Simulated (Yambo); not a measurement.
Na3MoO3F3 (space group R3, No. 146), G0W0@LDA in Yambo (2×2×2 mesh, plasmon pole; 7 Ry block, no terminator). The number N of bands in W and G is varied.

```csv
N,x = 1/N,gap L → Z (eV),shift of the valence edge (eV)
88,0.01136,7.539,-0.714
121,0.00826,7.399,-0.809
161,0.00621,7.304,-0.907
203,0.00493,?,?
```

Problem. Basis-set arguments suggest E = E∞ + A x. Fix A and E∞ from the two rows above the withheld one, predict the row at 203 bands, and test the form.

Solution. Gap: A = (7.304 − (7.399))/(0.00621 − 0.00826) = 46.3, E∞ = 7.016 eV, so 7.245 eV is predicted; the run gave 7.247 eV (miss 2 meV). The first two rows have slope 45.2, within 15 % of that. Shift: A = (-0.907 − (-0.809))/(0.00621 − 0.00826) = 47.8, E∞ = -1.204 eV, so -0.968 eV is predicted; the run gave -0.985 eV (miss 17 meV). The first two rows have slope 30.6, so the form doesn't hold yet over the whole range. The other settings are held fixed.

Spin-orbit coupling is not included.

Geometry of the Materials Project entry, not relaxed at this level; primitive cell a = b = c = 5.806 Å, α = β = γ = 57.29°.

A shift is the quasiparticle energy of the state minus its LDA energy.
